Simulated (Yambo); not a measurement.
Yambo run on CaI2 (CdI2 type, space group P-3m1, No. 164). The wavefunctions come from this Quantum ESPRESSO step (PBEsol, PseudoDojo standard norm-conserving files, scalar-relativistic):

```
&CONTROL
  calculation = 'nscf'
  pseudo_dir = './pseudo'
  outdir = './out'
/
&SYSTEM
  ibrav = 0
  nat = 3
  ntyp = 2
  ecutwfc = 70.0
  ecutrho = 280.0
  occupations = 'fixed'
  force_symmorphic = .true.
  nbnd = 226
/
&ELECTRONS
  conv_thr = 3.0000000000000004e-09
  diago_full_acc = .true.
  diago_thr_init = 1e-08
/
ATOMIC_SPECIES
Ca 40.0780 Ca.upf
I 126.9045 I.upf
CELL_PARAMETERS angstrom
  4.432201498951   0.000000000000   0.000000000000
 -2.216100749475   3.838399092783   0.000000000000
  0.000000000000   0.000000000000   6.919547702000
ATOMIC_POSITIONS crystal
Ca   0.000000000000   0.000000000000   0.000000000000
I   0.333333333333   0.666666666667   0.257447538200
I   0.666666666667   0.333333333333   0.742552461800
K_POINTS automatic
3 3 2 0 0 0
```

Yambo input:

```
rim_cut
gw0
dyson
el_el_corr
HF_and_locXC
ppa
em1d
RandQpts= 1000000
RandGvec= 1 Ry
EXXRLvcs= 70 Ry
VXCRLvcs= 280 Ry
Chimod= "HARTREE"
% BndsRnXp
 1 | 224 |
%
NGsBlkXp= 8 Ry
% LongDrXp
 1.0 | 1.0 | 1.0 |
%
PPAPntXp= 27.2114 eV
% GbndRnge
 1 | 224 |
%
GTermKind= "BG"
DysSolver= "n"
ExtendOut
% QPkrange
 1 | 1 | 12 | 13 |
 2 | 2 | 12 | 13 |
 3 | 3 | 12 | 13 |
 5 | 5 | 12 | 13 |
 6 | 6 | 12 | 13 |
%
```

k points by index: 1 = Γ, 2 = A, 3 = (0, 0.333, 0), 5 = K, 6 = H.

Resulting energies as the program prints them:

```
#    K-point    Band    Eo [eV]    E [eV]    E-Eo [eV]    Vxc [eV]    Vnlxc [eV]    Sc|Eo [eV]    Sc|E [eV]    dSc/dw|Eo [eV]    Re(Z)    Im(Z)
#
    1    12    0.000000    -1.267378    -1.267378    -11.54061    -14.29677    1.188970    1.488789    -6.436771    0.808701    -0.001408
    1    13    4.069868    4.663461    0.593592    -8.228340    -3.876736    -3.640147    -3.758012    -5.401937    0.834362    -0.001254
    2    12    -0.381368    -1.708927    -1.327559    -11.37556    -14.31759    1.298125    1.614473    -6.483720    0.807574    -0.001426
    2    13    4.179763    5.309457    1.129694    -10.85311    -5.298159    -4.174473    -4.425260    -6.039999    0.818351    -0.001302
    3    12    -0.674217    -1.958119    -1.283902    -11.15786    -14.02779    1.277140    1.586031    -6.545951    0.806084    -0.001840
    3    13    3.539212    4.582595    1.043383    -10.53321    -5.335649    -3.926154    -4.154178    -5.946001    0.820671    -0.001367
    5    12    -1.233943    -2.644036    -1.410093    -10.85671    -14.06111    1.452024    1.794301    -6.604456    0.804690    -0.001635
    5    13    4.461185    5.643186    1.182001    -11.19706    -5.487280    -4.260754    -4.527783    -6.146115    0.815745    -0.002052
    6    12    -0.788899    -2.075710    -1.286811    -11.28404    -14.18099    1.298716    1.610140    -6.584852    0.805157    -0.001536
    6    13    4.662723    5.975598    1.312874    -11.90943    -5.892027    -4.399032    -4.704526    -6.330878    0.811253    -0.001657
```
(The two width columns are left out.) Convergence of these settings isn't established.

Spin-orbit coupling is not included.

Geometry relaxed with PBE+D3(BJ).
